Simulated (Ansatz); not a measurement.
Li2H6Pt:
```yaml
crystal:
  lattice:
    - [0.00000, 3.30292, 3.30292]
    - [3.30292, 0.00000, 3.30292]
    - [3.30292, 3.30292, 0.00000]
  atoms:
    - { symbol: Li, position: [0.75000, 0.75000, 0.75000] }
    - { symbol: Li, position: [0.25000, 0.25000, 0.25000] }
    - { symbol: H, position: [0.75170, 0.75170, 0.24830] }
    - { symbol: H, position: [0.24830, 0.24830, 0.75170] }
    - { symbol: H, position: [0.24830, 0.75170, 0.75170] }
    - { symbol: H, position: [0.75170, 0.24830, 0.24830] }
    - { symbol: H, position: [0.75170, 0.24830, 0.75170] }
    - { symbol: H, position: [0.24830, 0.75170, 0.24830] }
    - { symbol: Pt, position: [0.00000, 0.00000, 0.00000] }
```

Relaxed with PBEsol. Independent-particle spectrum: no excitons, no local fields, no scissors shift; 0.1 eV broadening; ε₁ of the summed bands alone.

Question: Tabulate the dielectric function from PBEsol (plane waves, PAW; program Ansatz).

Answer: 

| E (eV) | ε₁ xx | ε₂ xx |
|---|---|---|
| 0.0 | 5.02 | 0.00 |
| 0.4 | 5.03 | 0.00 |
| 0.8 | 5.08 | 0.00 |
| 1.2 | 5.17 | 0.00 |
| 1.6 | 5.29 | 0.00 |
| 2.0 | 5.47 | 0.00 |
| 2.4 | 5.72 | 0.00 |
| 2.8 | 6.08 | 0.00 |
| 3.2 | 6.59 | 0.00 |
| 3.6 | 7.42 | 0.00 |
| 4.0 | 9.07 | 0.00 |
| 4.4 | 13.41 | 4.49 |
| 4.8 | 10.48 | 8.38 |
| 5.2 | 3.00 | 13.93 |
| 5.6 | 0.81 | 7.42 |
| 6.0 | 0.71 | 5.49 |
| 6.4 | 1.40 | 4.03 |
| 6.8 | 2.43 | 3.79 |
| 7.2 | 2.40 | 5.05 |
| 7.6 | 3.19 | 4.38 |
| 8.0 | 1.60 | 6.09 |
| 8.4 | 0.50 | 5.03 |
| 8.8 | 0.40 | 4.63 |
| 9.2 | -0.51 | 4.53 |
| 9.6 | -0.11 | 3.76 |
| 10.0 | -0.51 | 3.61 |
| 10.4 | -0.53 | 3.05 |
| 10.8 | -1.18 | 2.61 |
| 11.2 | -0.65 | 2.11 |
| 11.6 | -0.40 | 1.84 |
| 12.0 | -0.30 | 1.95 |

Question: From ε at 6.2 eV (xx: 0.83 + 4.54i), find n, k, the normal reflectivity and the absorption coefficient.

Answer: n = 1.65, k = 1.376, R = 26 %, α = 2kE/ħc = 860000 cm⁻¹.

With all bands, ε∞ without local fields is 5.13. DFPT, with local fields, gives 4.42.

Space group Fm-3m. The first step of the workflow began from a Materials Project structure, measured or hypothetical; the Crystallography Open Database copy checked does not list it. Whether it is the stable phase at ambient conditions was not checked. The PBEsol relaxation kept the symmetry of its start; of distortions, only those at the zone centre were tested. No spin polarisation was allowed. Spin–orbit coupling is left out wherever it is not named.

Potentials: the later of the program's two PAW sets.
